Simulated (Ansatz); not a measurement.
An Ansatz input (plane waves, PAW) for fluorite-structured ScTe₂ that has something wrong with it:

```yaml
crystal:
  lattice:
    - [0.0, 3.5627719815, 3.5627719815]
    - [3.5627719815, 0.0, 3.5627719815]
    - [3.5627719815, 3.5627719815, 0.0]
  atoms:
    - { symbol: Sc, position: [0.0, 0.0, 0.0] }
    - { symbol: Te, position: [0.25, 0.25, 0.25] }
    - { symbol: Te, position: [0.75, 0.75, 0.75] }
basis:
  ecutwfc: 420
  ecutrho_ratio: 4
kpoints:
  mp_grid: { grid: [8, 8, 8] }
hamiltonian:
  xc: pbe
scf:
  occupations: { method: fixed }
  max_iter: 60
output:
  forces: true
  stress: true
```

Launched as:
```sh
ansatz run input.yaml --threads 2 --pin off --max-ram 2662MiB --backend cpu --events-out ev --progress --plain --runs-dir out
```

**Question.** What is wrong with it?

**Answer.** Fixed occupations whatever the gap. Against the sound input: scf.occupations: {"method": "gaussian", "width": 0.05} → {"method": "fixed"} (the cap on iterations is only a precaution).

What the program printed:

```
Error: inconsistent input (scf.occupations.method, magnetization): a σ = 0 step fill (method: fixed, or a smearing width below the step floor) cannot realise an odd electron count (43) without a locked total moment — the per-k integer fill puts the same N_el/2 bands in each spin channel; set magnetization.spin_polarized: true with magnetization.spin_locking.lock_magnetization: hard and an odd magnetization.initial_magnetization (the unpaired electron then fills one channel), or use a smearing method with a finite width, such as fermi_dirac
```

The input was refused before any iteration. Cost: 0.05 s on 2 threads of Arm Neoverse V2, on a shared host, peak memory 0.077 GiB. The run before the change (PBE, 420 eV, 8×8×8 mesh) gave:

```tsv
run	P (GPa)	gap on the mesh (eV)	cell moment (μB)	largest force component (eV/Å)
sound	0.0	metal	–	0.000
```

This is a trial structure made by placing the elements on a prototype's sites, so it needn't be the stable form.

Of that run: The cell is a metal with an odd number of electrons, and spin polarisation wasn't tried.
